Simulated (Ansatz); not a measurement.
Co:
```
CELL_PARAMETERS angstrom
      2.34045     0.00000     0.00000
      0.00000     2.34045     0.00000
      0.00000     0.00000     2.34045
ATOMIC_POSITIONS crystal
  Co 0.00000 0.00000 0.00000
```
Starting moments (μB, in the order of the atoms Co): 1.9.

Relaxed with PBE. Special points in fractions of this cell's reciprocal vectors: Γ (0.000, 0.000, 0.000); X (0.000, 0.500, 0.000); M (0.500, 0.500, 0.000); R (0.500, 0.500, 0.500).

Q: List the band energies nearest the Fermi level at these points for PBE in the plane-wave PAW code Ansatz.

A: In eV from the Fermi level; about four levels below and three above (degenerate sets whole), none deeper than 8.9 eV; … stands for higher levels left out; points with the same levels are listed once.

| k | below | above |
|---|---|---|
| Γ ↑ | -8.34 -4.37 -4.37 | … |
| X ↑ | -3.92 -2.29 -2.29 -1.47 | … |
| M ↑ | -3.51 -2.07 -2.07 -0.07 | … |
| R ↑ | -4.25 -4.25 -4.25 -0.01 -0.01 | … |
| Γ ↓ | -8.19 -3.03 -3.03 | … |
| X ↓ | -2.50 -1.43 -0.09 -0.09 | … |
| M ↓ | -3.68 -2.16 | 0.18 0.18 1.70 |
| R ↓ | -2.47 -2.47 -2.47 | 1.77 1.77 … |

Space group Pm-3m (simple cubic). A made-up cell: these elements were put on the sites of a structure type; neither database checked (COD, Materials Project) lists it. It is not the phase usual at ambient conditions (space group No. 194). The cell was relaxed with PBE under the symmetry of its start; its stability against distortions is not shown here. The final state is ferromagnetic, chosen from 3 collinear starts compared on coarse meshes (ties went to the first, and starts can fall back to one state), not a proven ground state.

Potentials: the later of the program's two PAW sets.
